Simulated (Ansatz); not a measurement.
In2TeO2:
```cif
data_In2O2Te
_chemical_formula_sum 'In2 Te1 O2'
_space_group_name_H-M_alt 'P-3m1'
_space_group_IT_number 164
_space_group_name_Hall '-P 3 2"'
_cell_length_a 3.74249
_cell_length_b 3.74249
_cell_length_c 7.18707
_cell_angle_alpha 90.000
_cell_angle_beta 90.000
_cell_angle_gamma 120.000
loop_
_atom_site_label
_atom_site_type_symbol
_atom_site_symmetry_multiplicity
_atom_site_Wyckoff_symbol
_atom_site_fract_x
_atom_site_fract_y
_atom_site_fract_z
_atom_site_occupancy
In1 In 2 d 0.33333 0.66667 0.19182 1
Te1 Te 1 b 0.00000 0.00000 0.50000 1
O1 O 2 d 0.66667 0.33333 0.11919 1
```

Relaxed at zero pressure with DFT-PBEsol in the program Ansatz with PAW potentials.

Task: The volume is raised by 9 % and shape and atoms relax at that volume. What pressure results, and how do the axes share the change?

Result: -6.6 GPa; a 2.5 %, b 2.5 %, c 3.7 %; the energy rises by 36 meV/atom.

Task: Give the new structure.

Result: 
Space group P-3m1 (No. 164); a = b = 3.8363 Å, c = 7.4554 Å, α = β = 90.00°, γ = 120.00°

```csv
atom,site,symmetry,x,y,z
In,2d,3m.,0.3333,0.6667,0.1851
Te,1b,-3m.,0.0000,0.0000,0.5000
O,2d,3m.,0.6667,0.3333,0.1170
```

The phase is kept; no other phase was compared at this pressure.

The start of the workflow was typed in or built on a structure type; neither database checked (COD, Materials Project) lists it. Its standing as an ambient phase is unchecked. The cell was relaxed with PBEsol under the symmetry of its start; whether a distortion lowers the energy is not shown. Spin–orbit coupling is left out wherever it is not named.

Potentials: the later of the program's two PAW sets.
